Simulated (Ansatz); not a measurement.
**LiPb: all-electron results**

```
CELL_PARAMETERS angstrom
3.52200 0.00000 0.00000
0.00000 3.52200 0.00000
0.00000 0.00000 3.52200
ATOMIC_POSITIONS crystal
Li 0.50000 0.50000 0.50000
Pb 0.00000 0.00000 0.00000
```

Atom numbers follow the list: Li1, Pb2.

The cell is COD entry 1522614, as deposited and not checked against the literature; nothing was relaxed. It is an old determination, and later ones may differ.

Spin–orbit coupling is left out, though it moves levels of the heavy atoms by tenths of an eV or more.

Levels of theory: DFT, LDA, all-electron LAPW, scalar-relativistic (Ansatz 0.2.0); DFT, LDA, PAW with Ansatz's default frozen-core files, scalar-relativistic (Ansatz 0.2.0).

For LAPW: a Γ-centred 10×10×10 k mesh, Fermi–Dirac smearing of 0.03 eV, basis error target 0.5 meV/atom, no spin polarisation. PAW takes a cutoff of 420 eV at this cell (files made with PBE, cores remade for this functional). The Ansatz runs share mesh, smearing and spin set-up. Values come from LAPW unless marked.

```
Pressure at this cell                                                                                                  : -20.4 kbar
Band gap                                                                                                               : none: with an odd electron count and no spin polarisation the bands can't all be full, a metal in this set-up (spin order or a larger cell could open a gap)
Density of states at the Fermi level (0.2 eV bin)                                                                      : 0.58 states/eV per cell
Löwdin charges (with 0.07 e of the cell spilling out of the atomic basis, so their sizes and signs hang on that basis) : Li1 0.68, Pb2 -0.61 e
Bader charges (from the PAW run)                                                                                       : Li1 +0.83, Pb2 -0.83 e
Volume per atom                                                                                                        : 21.84 Å³
```
